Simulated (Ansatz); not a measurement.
A short materials screen. Surface loss at microwave frequencies, Drude damping in the near infrared and electronic heat conduction all follow from the resistivity and the plasma energy of a metal.

fcc Ag serves as the reference. Frequency 10 GHz, photon energy 0.8 eV, T = 300 K, Lorenz number 2.44×10⁻⁸ WΩ/K². All rows are cubic metals, run without spin polarisation.

Methods, by column (Ansatz, a plane-wave PAW program): resistivity, plasma energy, N(E_F): PBEsol, Boltzmann equation with harmonic phonons, 300 K, mean over directions.

Whether these are the forms stable at ambient conditions was not checked: Lu3InN (anti-perovskite); La3InN (anti-perovskite); Sc3InN (anti-perovskite); Ca3GeN (anti-perovskite). Spin–orbit coupling is left out unless named.

| crystal | ρ (μΩ·cm) | ħω_p (eV) | N(E_F) (states/eV/atom) |
|---|---|---|---|
| Lu3InN (anti-perovskite) | 21 | 3.4 | 0.36 |
| La3InN (anti-perovskite) | 33 | 3.6 | 0.53 |
| Sc3InN (anti-perovskite) | 19 | 3.0 | 0.46 |
| Ca3GeN (anti-perovskite) | 68 | 2.9 | 0.95 |
| fcc Ag, reference | 1.6 | 9.2 | 0.26 |

Definitions used: R_s = √(πfμ₀ρ) = 6.283 mΩ × √(f ρ); ħγ = ħε₀ω_p²ρ = 0.1345 meV × (ħω_p)² ρ; quality = ω/γ; κ_e = L₀T/ρ = 732/ρ.

Question: From the table, find surface resistance, damping ħγ, Drude quality and electronic κ for Lu3InN (anti-perovskite).

Answer: 
R_s = 6.283 × √(10 × 21) = 91 mΩ; ħγ = 0.1345 × 3.4² × 21 = 32.7 meV; Drude quality: 800/32.7 = 24; κ_e = 732/21 = 35 W/(m·K).

Question: Put the candidates in order of Drude quality, highest first.

Answer: The same steps for every row:

```csv
crystal,surface resistance (mΩ),damping ħγ (meV),Drude quality,electronic κ (W/(m·K))
Lu3InN (anti-perovskite),91,32.7,24,35
La3InN (anti-perovskite),110,57.5,14,22
Sc3InN (anti-perovskite),87,23.0,35,39
Ca3GeN (anti-perovskite),160,76.9,10,11
"fcc Ag, reference",25,18.2,44,460
```

In order of Drude quality, highest first: fcc Ag (44 ± 8.2) ≈ Sc3InN (anti-perovskite) (35 ± 6.5), Lu3InN (anti-perovskite) (24 ± 4.6), La3InN (anti-perovskite) (14 ± 2.6), Ca3GeN (anti-perovskite) (10 ± 1.9). The ± follows from allowances picked for this note (resistivity 12 %, plasma energy 4 %, 12 % for the model), carried to first order and added in quadrature; ≈ joins neighbours closer than their two ± added in quadrature. 0 of the 4 others clearly beat the reference on this figure.

Only phonon scattering is included, so films lose more. Interband absorption, often the larger optical loss, is outside the Drude quality. Resistivities move by up to 12 % from half the mesh. The rows are a sample of cubic metals; oxides, V to Ni (no spin in these runs) and Tl, Pb, Bi were not drawn. Limits of the draw: cubic metals without O, V to Ni, Tl, Pb or Bi. As a rule kept out of such tables: 4f compounds, open-shell compounds run without a Hubbard term, cells found unstable in the tests at hand, cells close to a higher symmetry, and runs set to a pressure or over 12 % in volume from the crystal's fullest run.
